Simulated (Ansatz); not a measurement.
# 4 guesses for ScTeI₄ and where they end

Level of theory: DFT PBE, scalar-relativistic, plane waves, PAW in Ansatz 0.2.0. Settings: cutoff 420 eV, Γ-centred meshes spaced at most about 0.3 Å⁻¹, and about 0.25 Å⁻¹ or finer for metals (2π included), Gaussian smearing. Collinear spin in cells that started with moments and kept them past the coarse steps, no spin elsewhere.

Each guess was relaxed in cell and atoms at zero pressure, within the symmetry of its start. Temperature and zero-point effects are left out. Coordination counts I or Te atoms around Sc (for each partner element, those within 1.25 times its shortest distance or 1.15 times the sum of covalent radii, where it is the nearest in units of that sum or under 1.3; the shortest distance is added where it is long for a bond).

```csv
guess,made from,start group,V start (Å³/atom),end group,V end (Å³/atom),coordination at the end,gap on mesh (eV),largest moment (μB),E over the lowest end (meV/atom)
1,YbCu4Ag type,F-43m,36.8,F-43m,35.1,Sc 12 from 3.9 Å,0,-,1060
2,TiB4Mo type,P6/mmm,32.3,?,?,?,?,?,?
3,random cell,P-6m2,40.5,P-6m2,63.4,Sc 5,0,0.1,155
4,LiMnF4 type,Cmmm,35.0,Cmmm,44.4,Sc 6,0,-,0
```

Guess 2 as it starts:

```
Sc Te I
1.0
     4.73137    0.00000    0.00000
    -2.36568    4.09748    0.00000
     0.00000    0.00000    9.99629
Sc Te I
1 1 4
Direct
  0.00000 0.00000 0.50000
  0.00000 0.00000 0.00000
  0.33333 0.66667 0.74380
  0.33333 0.66667 0.25620
  0.66667 0.33333 0.74380
  0.66667 0.33333 0.25620
```

Q: Predict the end of this guess and its energy over the lowest end.

A: It ends in space group P6/mmm (No. 191), with a = 6.836 Å, c = 5.875 Å, 39.6 Å³/atom and no gap, without spin. It lies 0.56 eV/atom over the lowest end, above guess 3 and below guess 1. Counting I or Te atoms around Sc, this end has Sc 2 and the lowest (guess 4) has Sc 6. This end holds I–I chains (shortest 2.93 Å); in the lowest (guess 4) the shortest I–I distance is 3.90 Å.

Space group P6/mmm (No. 191). a = 6.836 Å, b = 6.836 Å, c = 5.875 Å, α = 90.00°, β = 90.00°, γ = 120.00°
| atom | site | symmetry | x | y | z |
| --- | --- | --- | --- | --- | --- |
| Sc | 1b | 6/mmm | 0.0000 | 0.0000 | 0.5000 |
| Te | 1a | 6/mmm | 0.0000 | 0.0000 | 0.0000 |
| I | 4h | 3m. | 0.3333 | 0.6667 | 0.7510 |

The zero of energy is the elements' standard structures at the same level; no fitted shifts are applied.

Q: Is the lowest end bound against the elements?

A: Yes: its formation energy is −0.53 eV/atom. Whether it is stable depends on the other phases of the system, which aren't compared here.

No dispersion correction is applied, so the spacing and binding between layers, chains or molecules are poorly described (Cmmm, P-6m2, P6/mmm), and this can change margins and order among such cells. Spin–orbit coupling, which can matter for I and Te, is left out. In Cmmm, P6/mmm, F-43m an odd number of electrons in the primitive cell allows no gap without spin; a larger cell or a magnetic state could open one. The reference forms of I and Te are held partly by dispersion forces, which this level lacks. The magnetic state reached may not be the lowest. Cells relaxed within their symmetry can be saddle points. A lower structure may well exist outside this small set. Some types were kept out of the candidates beforehand, so the set may lack a known form.
